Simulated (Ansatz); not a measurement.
## LuTl₃: frozen-core PAW against all-electron methods

```
CELL_PARAMETERS angstrom
4.65300 0.04653 0.04653
0.04653 4.65300 0.04653
0.04653 0.04653 4.65300
ATOMIC_POSITIONS crystal
Lu 0.00000 0.00000 0.00000
Tl 0.00000 0.50000 0.50000
Tl 0.50000 0.00000 0.50000
Tl 0.50000 0.50000 0.00000
```

Atom numbers follow the list: Lu1, Tl2, Tl3, Tl4.

The cell is COD entry 1538927, as deposited and not checked against the literature; nothing was relaxed. The listed cell was then made from it by scaling, straining or moving an atom.

Spin–orbit coupling is left out, though it moves levels of the heavy atoms by tenths of an eV or more.

Methods: DFT, PBEsol, PAW with Ansatz's default frozen-core files, scalar-relativistic (Ansatz 0.2.0); DFT, PBEsol, all-electron LAPW, scalar-relativistic (Ansatz 0.2.0).

For PAW: a Γ-centred 7×7×7 k mesh, Fermi–Dirac smearing of 0.08 eV, cutoff 420 eV, no spin polarisation; the PAW files were made with PBE, and the program remakes their frozen cores for this functional. LAPW targets a basis error of 1 meV/atom. The Ansatz runs share mesh, smearing and spin set-up. Plane-wave (PAW) pressures include the program's estimate of the Pulay term.

Stress and pressure are positive in compression.

The change that made this cell: equal xy, yz and zx engineering shear strains of +2 %.

PAW results:

| quantity | PAW |
| --- | --- |
| pressure (GPa) | -0.23 |
| stress yz (GPa) | -0.39 |
| stress xz (GPa) | -0.39 |
| stress xy (GPa) | -0.39 |

**Question.** What does all-electron LAPW give for the same quantities?

**Answer.** 
| quantity | LAPW |
| --- | --- |
| pressure (GPa) | -0.22 |
| stress yz (GPa) | -0.39 |
| stress xz (GPa) | -0.39 |
| stress xy (GPa) | -0.39 |
